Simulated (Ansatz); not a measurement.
Be$_{3}$N$_{2}$ in space group P6_3/mmc (No. 194; Be on 4f, Be on 2b, N on 2a, N on 2c) under volume change, the program Ansatz at the PBEsol level (PAW), shape and atoms relaxed at each volume.

```tsv
V (Å³/atom)	E − E(relaxed) (meV/atom)	P (GPa)
6.160	[?]	[?]
6.363	18.1	14.98
6.566	4.3	6.96
6.769	0.0	-0.02
6.972	4.0	-6.10
7.175	15.1	-11.40
7.378	[?]	[?]
```

**Question.** Complete the blanks.

**Answer.** 
- 6.160, E − E(relaxed) (meV/atom): 42.8
- 6.160, P (GPa): 24.20
- 7.378, E − E(relaxed) (meV/atom): 32.6
- 7.378, P (GPa): -16.02

**Question.** What does a third-order Birch–Murnaghan fit give for V₀, B₀ and B′?

**Answer.** V₀ = 6.77 Å³/atom, B₀ = 217 GPa, B′ = 3.6.

The workflow started from a Materials Project entry (that database holds measured and hypothetical structures alike); the Crystallography Open Database copy checked does not list it. COD files the formula under space group No. 206. Its standing as an ambient phase is unchecked. The cell was relaxed with PBEsol under the symmetry of its start; its stability against distortions is not shown here.

Potentials: the later of the program's two PAW sets.
